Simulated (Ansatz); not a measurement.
MgSe (rock salt)

Space group Fm-3m (No. 225); a = b = c = 5.4722 Å, α = β = γ = 90.00°

| atom | site | symmetry | x | y | z |
|---|---|---|---|---|---|
| Se | 4a | m-3m | 0.0000 | 0.0000 | 0.0000 |
| Mg | 4b | m-3m | 0.5000 | 0.5000 | 0.5000 |
(The calculation used a cell of 2 atoms; values per cell refer to that cell.)

E(V) scan at fixed shape, V₀ the volume above. Symmetry pins the atoms to their sites.

Level of theory: r2SCAN (plane waves to 500 eV, PAW, scalar-relativistic; Ansatz, a program for electronic structure). k mesh 11×11×11 (Γ-centred), Fermi-Dirac smearing 0.05 eV. E stands for the smeared free energy. Compression counts positive. MgSe was relaxed with its symmetry unable to fall. The zero of ΔE is the relaxed starting cell.

```
V (Å³/atom)  ΔE (kJ/mol of atoms)  P (GPa)
-----------  --------------------  -------
18.434                       4.87     8.64
18.776                        [?]     6.88
19.117                       2.04     5.26
19.459                        [?]     3.77
19.800                       0.48     2.40
20.141                       0.12     1.15
20.483                       0.00     0.00
20.824                       0.11      [?]
21.165                       0.43    -2.03
21.507                       0.94    -2.93
21.848                       1.63    -3.75
22.189                        [?]    -4.50
22.531                       3.48    -5.20
```

Question: Complete the blanks.

Answer: 
- 18.776, ΔE (kJ/mol of atoms): 3.28
- 19.459, ΔE (kJ/mol of atoms): 1.11
- 20.824, P (GPa): -1.06
- 22.189, ΔE (kJ/mol of atoms): 2.48

(A scan under strain: stresses follow from slopes of the energy per volume, elastic moduli from its curvatures.)
